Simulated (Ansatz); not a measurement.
## TiO2

```yaml
crystal:
  lattice:
    - [4.59400, 0.00000, 0.00000]
    - [0.00000, 4.59400, 0.00000]
    - [0.00000, 0.00000, 2.95900]
  atoms:
    - { symbol: Ti, position: [0.00000, 0.00000, 0.00000] }
    - { symbol: Ti, position: [0.50000, 0.50000, 0.50000] }
    - { symbol: O, position: [0.30600, 0.30600, 0.00000] }
    - { symbol: O, position: [0.19400, 0.80600, 0.50000] }
    - { symbol: O, position: [0.69400, 0.69400, 0.00000] }
    - { symbol: O, position: [0.80600, 0.19400, 0.50000] }
```

Atom numbers follow the list: Ti1, Ti2, O3, O4, O5, O6.

Conventional cell: a = 4.594 Å, b = 4.594 Å, c = 2.959 Å, α = 90.00°, β = 90.00°, γ = 90.00°. Ti (atom 1) is surrounded by 6 O at 1.94 to 1.99 Å. O (atom 3) has 3 Ti at 1.94 to 1.99 Å as nearest neighbours.

The geometry is COD entry 9007432, unchecked; take it as a test cell.

All numbers are computed: DFT, LDA, all-electron LAPW, scalar-relativistic (Ansatz 0.2.0); DFT, LDA, PAW with Ansatz's default frozen-core files, scalar-relativistic (Ansatz 0.2.0); DFT, LDA, all-electron PAW with datasets made for the crystal, scalar-relativistic (Ansatz 0.2.0).

For LAPW: a Γ-centred 7×7×10 k mesh, Fermi–Dirac smearing of 0.05 eV, basis error target 0.5 meV/atom, no spin polarisation. PAW takes a cutoff of 420 eV at this cell (files made with PBE, cores remade for this functional). The crystal-made all-electron datasets (AE datasets) take a cutoff of 460 eV at this cell. The Ansatz runs share mesh, smearing and spin set-up. Values come from LAPW unless marked.

```
Pressure at this cell                                                                                                  : -77.0 kbar
Band gap                                                                                                               : 1.85 eV, direct at Γ
Stress xx, yy, zz (compression positive)                                                                               : -6.63, -6.63, -9.83 GPa
Largest force                                                                                                          : 0.098 eV/Å on O3
Löwdin charges (with 0.15 e of the cell spilling out of the atomic basis, so their sizes and signs hang on that basis) : Ti1 1.35, O3 -0.64 e
Bader charges (from the PAW run)                                                                                       : Ti1 +2.24, O3 -1.12 e
Field gradients Vzz (crystal-made datasets)                                                                            : Ti1 -2.40 (η = 0.60), O3 2.01 (η = 0.75) in 10²¹ V/m²
Volume per atom                                                                                                        : 70.2 bohr³
```
